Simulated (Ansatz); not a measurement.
A distorted cell of Ag (fcc, Cu type):

```
Ag
1.0
    0.00000     2.06975     2.06975
    2.06975     0.00000     2.06975
    2.06975     2.06975     0.00000
Ag
1
Direct
  0.00000   0.00000   0.00000
```

Computed with PBEsol (plane waves to 420 eV, PAW, scalar-relativistic; Ansatz, an electronic-structure program). k mesh 20×20×20 (Γ-centred), Fermi-Dirac smearing 0.05 eV. Energies are smeared free energies. Compression counts positive. Ag was relaxed with its symmetry unable to fall. The PAW data are Ansatz's earlier set.

**Question.** What is the stress tensor (GPa)?

**Answer.** 
```
   -6.2      0.0      0.0
    0.0     -6.2      0.0
    0.0      0.0     -6.2
```
The pressure, a third of the trace, is -6.2 GPa.

**Question.** It is the relaxed cell scaled evenly to V/V₀ = 1.064, atoms relaxed where free. What is its energy relative to the relaxed cell?

**Answer.** 22 meV/atom.

(Under strain, the slope of the energy per volume gives the stress and its curvature an elastic modulus.)
